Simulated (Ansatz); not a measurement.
# SrTl$_{2}$: strain energy, fitted

SrTl$_{2}$, P6_3/mmc, a = 5.127 Å, c = 8.307 Å. The structure is a COD entry; whether it is the stable form wasn't checked. Ansatz: r2SCAN, PAW, 500 eV, Γ-centred 12×12×4 mesh on 6 atoms, Gaussian smearing 0.10 eV; no spin polarisation. Series: biaxial strain in the a-b plane, c and atoms relaxed; x is the strain in per cent. y is the free energy over the unstrained cell, V0 = 31.511 Å³/atom.

```
x (%) y (meV/atom)
 -6.0             ?
 -4.0         27.34
 -2.0          6.09
  0.0          0.00
  2.0          6.91
  4.0         25.13
  6.0         52.15
```

Q: Fit y = c2 x² + c3 x³ to the other rows, turn c2 into a modulus, and predict the missing energy.

A: Least squares on the rows shown. y = 1.6142 x² − 0.025874 x³. In eV per unit strain² c2 is 16.14; M is the biaxial modulus (E = M V0 ε²): 16.14 × 160.2 / (31.511) = 82 GPa. With a term in x⁴ added, the coefficient of x² becomes 1.700, 5 % more, which shows how far this figure hangs on the form. At x = -6.0 the fit asked for gives 63.70 meV/atom. The run gave 65.02 meV/atom, so the fit is 1.32 meV/atom too low, 2 % of the span of the series, against an rms of 0.61 meV/atom on the fitted rows. The row lies outside the fitted range. With a term in x⁴ added, a fit to the same known rows predicts 59.53 meV/atom, further off still.

Spin–orbit coupling is left out, which can shift energies with elements as heavy as these.